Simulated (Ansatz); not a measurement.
SiO2: do energies and stresses tell the same story?

All numbers below come from DFT r2SCAN, scalar-relativistic, plane waves, PAW (Ansatz 0.2.0).

Cutoff 500 eV; k points 6×6×4 on the computed 12-atom cell (Γ-centred); Gaussian smearing, width 0.02 eV; no spin polarisation.

Relaxed cell: P4_12_12, a = 4.985 Å, b = 4.985 Å, c = 6.925 Å, α = 90.00°, β = 90.00°, γ = 90.00°, 12 atoms in the primitive cell. This form isn't the usual stable structure of the compound, though it has been observed.

Energies at zero smearing and pressures from the stress tensor, at volumes with shape and atoms relaxed:
```csv
V (Å³/atom),E − E(first) (meV/atom),P (GPa)
13.481,0.00,0.981
13.911,-1.91,0.455
14.341,-2.46,-0.021
14.772,-1.84,-0.441
15.202,-0.21,-0.793
```

Q: Check P = −dE/dV between neighbouring volumes, and get the bulk modulus from the pressures alone.

A: With 1 eV/Å³ = 160.2 GPa:
```csv
middle V (Å³/atom),−ΔE/ΔV (GPa),mean P (GPa)
13.696,0.710,0.718
14.126,0.204,0.217
14.557,-0.230,-0.231
14.987,-0.604,-0.617
```

The two differ by 0.013 GPa at most. The mean of two end pressures misses the average over a step by about ΔV² P″/12, up to 0.006 GPa here; with that taken off 0.019 GPa remains. Around V = 14.341 Å³/atom, the two neighbours give B = −V ΔP/ΔV = 14.341 × 0.896 / 0.860 = 14.9 GPa, against B0 = 14.6 GPa from the Birch–Murnaghan fit of the energies.

Cost: 6 runs of about 32 core-minutes in all, on AMD EPYC (Zen 3) (shared hosts).